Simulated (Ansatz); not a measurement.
NaLaO₂:
```yaml
crystal:
  lattice:
    - [-2.38375, 2.38375, 5.68732]
    - [2.38375, -2.38375, 5.68732]
    - [2.38375, 2.38375, -5.68732]
  atoms:
    - { symbol: Na, position: [0.50000, 0.50000, 0.00000] }
    - { symbol: Na, position: [0.25000, 0.75000, 0.50000] }
    - { symbol: La, position: [0.00000, 0.00000, 0.00000] }
    - { symbol: La, position: [0.75000, 0.25000, 0.50000] }
    - { symbol: O, position: [0.21473, 0.21473, 0.00000] }
    - { symbol: O, position: [0.96473, 0.46473, 0.50000] }
    - { symbol: O, position: [0.53527, 0.03527, 0.50000] }
    - { symbol: O, position: [0.78527, 0.78527, 0.00000] }
```

PBEsol (plane waves, PAW; program Ansatz) gives a gap of 3.08 eV without spin–orbit coupling, maximum at Γ, minimum at Γ.

Task: What happens when spin–orbit coupling is switched on?

Result: The gap drops by 0.10 eV, to 2.98 eV; maximum at Γ, minimum at Γ.

Task: Give the electron effective mass with spin–orbit coupling.

Result: 0.34, 0.50, 0.50 mₑ (principal values).

Task: Give the hole effective mass with spin–orbit coupling.

Result: 0.68, 0.68, 8.0 mₑ (principal values).

Space group I4_1/amd. The first step of the workflow began from a Materials Project structure, measured or hypothetical; the Crystallography Open Database copy checked does not list it. Whether it is the stable phase at ambient conditions was not checked. The PBEsol relaxation kept the symmetry of its start; its stability against distortions is not shown here.

Potentials: the later of the program's two PAW sets.
